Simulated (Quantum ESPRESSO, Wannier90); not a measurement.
Wannierisation of PtS2 (CdI2 type)

```
CELL_PARAMETERS angstrom
      3.54874     0.00000     0.00000
     -1.77437     3.07330     0.00000
      0.00000     0.00000     5.59707
ATOMIC_POSITIONS crystal
  Pt 0.00000 0.00000 0.00000
  S  0.66667 0.33333 0.77966
  S  0.33333 0.66667 0.22034
```

Structure: Materials Project mp-762, symmetrised, not relaxed again. COD (Crystallography Open Database) has an entry of this formula and space group (matched by these alone). Computed values, not measurements, from PBEsol: Quantum ESPRESSO (norm-conserving PseudoDojo potentials, cutoff 68 Ry, no spin polarisation, no spin-orbit coupling) on a Γ-centred 12×12×6 mesh, then Wannier90. Density: 12×12×6 mesh, cold smearing 0.01 Ry. The cell is built of weakly bound layers, chains or molecules, whose nearest atoms lie 3.74 Å apart. Database cells relaxed without dispersion often hold them too far apart, which can enlarge gaps and weakens couplings between them; spacing and stacking were not compared with the measured crystal. Spin-orbit coupling is left out although heavy elements are present.

Functional, cutoff and mesh named above are those of the base row (PBEsol); the first column says what each row takes instead. Model: 11 functions from bands 5-15, start SCDM (isolated) (the valence bands). Energies are relative to the valence-band maximum; the misfit is to pw.x on a path, for all bands of the set. The functional changes, each with its own PseudoDojo files and their cutoffs, on the same cell. Ω_total can sit in another minimum from row to row; Ω_I of an isolated set cannot. A star marks runs that hit the step limit.

| functional | Ω_I (Å²) | Ω_total (Å²) | rms misfit (meV) | gap (eV) | bottom of band 5 (eV) |
|---|---|---|---|---|---|
| LDA | 16.15 | 17.81 | 0.4 | 0.93 | -14.63 |
| PBE | 15.79 | 17.40 | 0.3 | 1.05 | -14.63 |
| PBEsol | 16.00 | 19.85* | 63 | 0.98 | -14.66 |
